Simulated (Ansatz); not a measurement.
YGeO:
```cif
data_Ge2O2Y2
_chemical_formula_sum 'Y2 Ge2 O2'
_space_group_name_H-M_alt 'P4/nmm :1'
_space_group_IT_number 129
_space_group_name_Hall 'P 4ab 2ab -1ab'
_cell_length_a 3.43324
_cell_length_b 3.43324
_cell_length_c 7.96332
_cell_angle_alpha 90.000
_cell_angle_beta 90.000
_cell_angle_gamma 90.000
loop_
_space_group_symop_operation_xyz
  'x, y, z'
  '-y+1/2, x+1/2, z'
  '-x, -y, z'
  'y+1/2, -x+1/2, z'
  'x+1/2, -y+1/2, -z'
  '-y, -x, -z'
  '-x+1/2, y+1/2, -z'
  'y, x, -z'
  '-x+1/2, -y+1/2, -z'
  'y, -x, -z'
  'x+1/2, y+1/2, -z'
  '-y, x, -z'
  '-x, y, z'
  'y+1/2, x+1/2, z'
  'x, -y, z'
  '-y+1/2, -x+1/2, z'
loop_
_atom_site_label
_atom_site_type_symbol
_atom_site_symmetry_multiplicity
_atom_site_Wyckoff_symbol
_atom_site_fract_x
_atom_site_fract_y
_atom_site_fract_z
_atom_site_occupancy
Y1 Y 2 c 0.50000 0.00000 0.33118 1
Ge1 Ge 2 a 0.00000 0.00000 0.00000 1
O1 O 2 c 0.00000 0.50000 0.38822 1
```

Relaxed at zero pressure with the program Ansatz at the PBEsol level (PAW).

The volume is lowered by 9 % and shape and atoms relax at that volume. What pressure results, and how do the axes share the change?

13.6 GPa; a -2.9 %, b -2.9 %, c -3.5 %; the energy rises by 55 meV/atom.

Give the new structure.


Space group P4/nmm, origin choice 1 (No. 129); a = b = 3.3347 Å, c = 7.6813 Å, α = β = γ = 90.00°

```json
[
 {"atom": "Y", "site": "2c", "symmetry": "4mm", "x": "0.5000", "y": "0.0000", "z": "0.3281"},
 {"atom": "Ge", "site": "2a", "symmetry": "-4m2", "x": "0.0000", "y": "0.0000", "z": "0.0000"},
 {"atom": "O", "site": "2c", "symmetry": "4mm", "x": "0.0000", "y": "0.5000", "z": "0.3836"}
]
```

The phase is kept; no other phase was compared at this pressure.

The start of the workflow was typed in or built on a structure type; neither database checked (COD, Materials Project) lists it. Whether it is the stable phase at ambient conditions was not checked. Symmetry was held in the PBEsol relaxation; whether a distortion lowers the energy is not shown. The run is not spin-polarised. The volume moved by -16 % from the start of the relaxation.

Potentials: the earlier of the program's two PAW sets. The files were generated under PBE; for other functionals the program regenerates the frozen cores, and for LDA and PBEsol the local potential too.
